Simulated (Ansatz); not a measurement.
A plane-wave DFT run in Ansatz 0.2.0 (scalar-relativistic PAW potentials unless the input names others): input and command.

```yaml
crystal:
  lattice:
    - [0.0, 5.1988526403, 5.1988526403]
    - [5.1988526403, 0.0, 5.1988526403]
    - [5.1988526403, 5.1988526403, 0.0]
  atoms:
    - { symbol: Cs, position: [0.75, 0.75, 0.75] }
    - { symbol: Cs, position: [0.25, 0.25, 0.25] }
    - { symbol: Zr, position: [0.0, 0.0, 0.0] }
    - { symbol: Au, position: [0.5, 0.5, 0.5], spin: 0.49 }
    - { symbol: F, position: [0.7996331143, 0.2003668857, 0.2003668857] }
    - { symbol: F, position: [0.2003668857, 0.2003668857, 0.7996331143] }
    - { symbol: F, position: [0.2003668857, 0.7996331143, 0.7996331143] }
    - { symbol: F, position: [0.2003668857, 0.7996331143, 0.2003668857] }
    - { symbol: F, position: [0.7996331143, 0.2003668857, 0.7996331143] }
    - { symbol: F, position: [0.7996331143, 0.7996331143, 0.2003668857] }
basis:
  ecutwfc: 420
kpoints:
  mp_grid: { grid: [6, 6, 6] }
hamiltonian:
  xc: pbe
scf:
  occupations: { method: gaussian, width: 0.01 }
  eigensolver: { kind: davidson }
output:
  forces: true
  eigenvalues: true
  stress: true
magnetization:
  spin_polarized: true
```

```bash
ansatz run input.yaml --threads 2 --pin off --max-ram 3584MiB --backend cpu --events-out ev --progress --plain --runs-dir out
```

Abridged log:
```
Basis set: ecut = 420 eV, 5577 PW (Γ), exchange–correlation on 100×100×100 points (8 copies of the dense FFT grid, shifted against one another)
Bands: 56, of which v1, the nominal top of the filled ones, is band 46 counted from 1 (45 counted from 0)
Symmetry: 48 space group operations
k-points: 16 of 216
SCF iter   1: F=—  HF=-33544.704156 eV  |F-HF|=—  |Δ(HF+E_count)|=         —  Δρ=6.49e-2 (↑5.94e-2 ↓6.49e-2) dr2=3.95e1  dr2_m=1.22e-1  M=0.382 μB ∫|m|=0.382 μB  β_m=0.30  ethr=4.31e-2  ⟨swp⟩=2.4  Hψ=9245  notcnv=0
spin=Collinear: Kerker preconditioning applied to the charge; magnetization (m = ρ↑ − ρ↓) channel mixes plain (no charge-response kernel on spin).
SCF iter   2: F=—  HF=-33536.997327 eV  |F-HF|=—  |Δ(HF+E_count)|=    7.71e0  Δρ=2.15e-2 (↑1.83e-2 ↓2.15e-2) dr2=7.31e0  dr2_m=5.29e-2  M=0.446 μB ∫|m|=0.447 μB  β_m=0.30  ethr=4.31e-2  ⟨swp⟩=4.0  Hψ=3713  notcnv=0
spin=Collinear: Resta preconditioning applied to the charge; magnetization (m = ρ↑ − ρ↓) channel mixes plain (no charge-response kernel on spin).
spin-set hold released at iteration 2 (site moments show no strong build): the magnetisation degrees of freedom join the quasi-Newton model from the next iteration; the mixer history was kept
SCF iter   3: F=—  HF=-33536.194372 eV  |F-HF|=—  |Δ(HF+E_count)|=   8.03e-1  Δρ=1.11e-2 (↑1.11e-2 ↓1.09e-2) dr2=2.21e0  dr2_m=3.75e-2  M=0.853 μB ∫|m|=0.858 μB  β_m=0.16  ethr=8.04e-3  ⟨swp⟩=5.8  Hψ=4843  notcnv=0  defer=29
SCF iter   4: F=—  HF=-33535.769170 eV  |F-HF|=—  |Δ(HF+E_count)|=   4.25e-1  Δρ=6.47e-3 (↑6.47e-3 ↓5.81e-3) dr2=1.01e0  dr2_m=2.68e-2  M=0.991 μB ∫|m|=1.006 μB  β_m=0.31  ethr=2.43e-3  ⟨swp⟩=4.7  Hψ=3853  notcnv=0  defer=13
SCF iter   5: F=—  HF=-33535.441282 eV  |F-HF|=—  |Δ(HF+E_count)|=   3.28e-1  Δρ=4.51e-3 (↑4.51e-3 ↓3.38e-3) dr2=1.83e-1  dr2_m=4.97e-3  M=1.000 μB ∫|m|=1.050 μB  β_m=0.54  ethr=1.11e-3  ⟨swp⟩=6.7  Hψ=4712  notcnv=0  defer=21
SCF iter   6: F=—  HF=-33535.430423 eV  |F-HF|=—  |Δ(HF+E_count)|=   1.09e-2  Δρ=2.76e-3 (↑2.73e-3 ↓2.76e-3) dr2=6.92e-2  dr2_m=4.00e-4  M=1.000 μB ∫|m|=1.057 μB  β_m=0.60  ethr=2.01e-4  ⟨swp⟩=6.7  Hψ=5402  notcnv=0  defer=18
SCF iter   7: F=—  HF=-33535.424762 eV  |F-HF|=—  |Δ(HF+E_count)|=   5.66e-3  Δρ=7.13e-4 (↑6.86e-4 ↓7.13e-4) dr2=5.03e-3  dr2_m=1.08e-4  M=1.000 μB ∫|m|=1.060 μB  β_m=0.75  ethr=6.00e-6  ⟨swp⟩=5.4  Hψ=8690  notcnv=0  defer=32
SCF iter   8: F=—  HF=-33535.426749 eV  |F-HF|=—  |Δ(HF+E_count)|=   1.99e-3  Δρ=1.97e-4 (↑1.89e-4 ↓1.97e-4) dr2=3.81e-4  dr2_m=1.79e-5  M=1.000 μB ∫|m|=1.061 μB  β_m=0.87  ethr=5.53e-6  ⟨swp⟩=6.0  Hψ=4473  notcnv=0  defer=18
SCF iter   9: F=—  HF=-33535.426905 eV  |F-HF|=—  |Δ(HF+E_count)|=   1.56e-4  Δρ=8.67e-5 (↑8.67e-5 ↓7.87e-5) dr2=7.59e-5  dr2_m=8.26e-7  M=1.000 μB ∫|m|=1.061 μB  β_m=0.94  ethr=4.19e-7  ⟨swp⟩=5.3  Hψ=4902  notcnv=0  defer=33
SCF iter  10: F=—  HF=-33535.426707 eV  |F-HF|=—  |Δ(HF+E_count)|=   1.97e-4  Δρ=2.23e-5 (↑2.23e-5 ↓1.86e-5) dr2=3.23e-6  dr2_m=3.48e-7  M=1.000 μB ∫|m|=1.062 μB  β_m=0.97  ethr=8.34e-8  ⟨swp⟩=4.2  Hψ=4287  notcnv=0  defer=19
SCF iter  11: F=—  HF=-33535.426708 eV  |F-HF|=—  |Δ(HF+E_count)|=   6.65e-7  Δρ=8.82e-6 (↑8.82e-6 ↓8.66e-6) dr2=6.83e-7  dr2_m=3.60e-8  M=1.000 μB ∫|m|=1.062 μB  β_m=0.91  ethr=3.54e-9  ⟨swp⟩=4.8  Hψ=4397  notcnv=0  defer=12
SCF iter  12: F=—  HF=-33535.426708 eV  |F-HF|=—  |Δ(HF+E_count)|=   1.93e-8  Δρ=1.34e-6 (↑1.26e-6 ↓1.34e-6) dr2=5.70e-9  dr2_m=2.48e-9  M=1.000 μB ∫|m|=1.062 μB  β_m=0.96  ethr=7.50e-10  ⟨swp⟩=4.2  Hψ=3757  notcnv=0  defer=8
SCF iter  13: F=-33535.426708 eV  HF=-33535.426708 eV  |F-HF|=3.71e-10  |Δ(HF+E_count)|=   2.10e-8  Δρ=3.88e-7 (↑3.24e-7 ↓3.88e-7) dr2=1.37e-9  dr2_m=4.49e-11  M=1.000 μB ∫|m|=1.062 μB  ethr=6.27e-12  ⟨swp⟩=5.1  Hψ=5966  notcnv=0  defer=6
SCF 1 converged in 13 iterations: F = -33535.426708 eV  dr2 = 1.37e-9
  Residual-converged pass: ⟨swp⟩=1.6  Hψ=2000  notcnv=0  max |occ|·‖R‖ = 6.6e-6 eV (tolerance 6.7e-6 eV) dr2=1.37e-9  dr2_m=4.49e-11  dr2_onsite=6.94e-11  max |Δocc| = 2.2e-89
the search or the solves at the SCF's close seem to have found levels that the self-consistency loop had missed (the run counts 4). By its estimate they hold under 1e-12 electrons; where the run keeps them, the occupations were computed again with them
SCF converged after 13 iterations
Magnetization: 1.0000 μB (46.0000 up, 45.0000 down)
Absolute magnetization: 1.0531 μB (∫|ρ↑−ρ↓|, with the PAW one-centre terms)
Spin contamination: 0.0011 ħ² per cell (⟨S²⟩ above its minimum at these occupations)
Per-site moments (μB) at R_I (Å): [(0.00673367, 1.53127884), (0.00673367, 1.53127884), (0.00514465, 0.85938427), (0.44185743, 1.28514243), (0.01302395, 0.85938427), (0.01302395, 0.85938427), (0.01302395, 0.85938427), (0.01302395, 0.85938427), (0.01302395, 0.85938427), (0.01302395, 0.85938427)]
Free energy (F): -33535.426708 eV
Harris-Foulkes:  -33535.426708 eV  (|F-HF|=3.71e-10)
Internal energy: -33535.426708 eV  (E = F + TS)
E sigma→0 (E₀):  -33535.426708 eV
Fermi energy:    3.323779 eV
--- Forces (eV/Å), atoms counted from 1 ---
  atom   1  Cs     0.00000000     0.00000000     0.00000000
  atom   2  Cs     0.00000000     0.00000000     0.00000000
  atom   3  Zr     0.00000000     0.00000000     0.00000000
  atom   4  Au     0.00000000     0.00000000     0.00000000
  atom   5  F     -0.94808822     0.00000000     0.00000000
  atom   6  F      0.00000000     0.00000000    -0.94808822
  atom   7  F      0.94808822     0.00000000     0.00000000
  atom   8  F      0.00000000    -0.94808822     0.00000000
  atom   9  F      0.00000000     0.94808822     0.00000000
  atom  10  F      0.00000000     0.00000000     0.94808822
--- Stress (GPa, compression-positive) ---
       -3.233686       0.000000       0.000000
        0.000000      -3.233686       0.000000
        0.000000       0.000000      -3.233686
  P = ⅓ Tr σ = -3.2337 GPa (-32.337 kbar)
```

Apart from outputs and empty bands, the input differs from a reference run on usual settings in scf.eigensolver.kind: not typed → "davidson". The reference, at the same geometry (not necessarily relaxed), gave pressure -3.23 GPa, largest force 0.948 eV/Å, gap on the mesh 0.27 eV. This run converged in 13 SCF iterations (reference: 12) with an energy at zero smearing within 0.01 meV/atom of the reference's, pressure -3.23 GPa, largest force 0.948 eV/Å, gap on the mesh 0.27 eV.

It took 53 s on 2 threads of Arm Neoverse N1, with other jobs on the host, peak memory 0.84 GiB.